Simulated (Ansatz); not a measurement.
Data:

NbIr:
```
CELL_PARAMETERS angstrom
      4.55810     0.00000     0.00000
      0.00000     2.81814     0.00000
      0.00000     0.00000     4.87155
ATOMIC_POSITIONS crystal
  Ir 0.25000 0.00000 0.81363
  Ir 0.75000 0.00000 0.18637
  Nb 0.25000 0.50000 0.30787
  Nb 0.75000 0.50000 0.69213
```

This is the PBEsol-relaxed structure.

All from PBEsol (plane waves, PAW; program Ansatz), unless another level is named. Estimate the density of states at the Fermi level.

0.91 states/eV per atom (mean over ±0.08 eV).

Next, the formation energy from the elements (no fitted shifts)?

-0.50 eV/atom.

Space group Pmma. The start of the workflow was typed in or built on a structure type; the Crystallography Open Database copy checked does not list it. COD files the formula under space group No. 123. Whether it is the stable phase at ambient conditions was not checked. Symmetry was held in the PBEsol relaxation; whether a distortion lowers the energy is not shown. The run is not spin-polarised. The references are the lowest solids computed at this level, not always the standard phases. Scalar-relativistic: spin–orbit coupling is off unless named, which matters more the heavier the elements.

Potentials: the earlier of the program's two PAW sets. The files were generated under PBE; for other functionals the program regenerates the frozen cores, and for LDA and PBEsol the local potential too.
